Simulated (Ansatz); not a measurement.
Name crystals whose computed values (r²SCAN in the plane-wave PAW code Ansatz) fall in these windows: electron conductivity mass (mₑ) 0.050 to 0.062; B₀ by P(V) fit (GPa) 61 to 77; HSE06 gap (eV) 1.1 to 1.5.



```tsv
crystal	electron conductivity mass (mₑ)	B₀ by P(V) fit (GPa)	HSE06 gap (eV)
GaAs, wurtzite	0.055	72.1	1.36
GaAs, zinc blende	0.052	72.3	1.37
```
Others may fit too.

Not the usual ambient phase: GaAs, wurtzite. All cells were relaxed under the symmetry of their starts (and spin orders); stability against distortions was not tested throughout. Scalar-relativistic: spin–orbit coupling is off unless named, which matters more the heavier the elements.

Potentials: the earlier of the program's two PAW sets. The files were generated under PBE; for other functionals the program regenerates the frozen cores, and for LDA and PBEsol the local potential too.
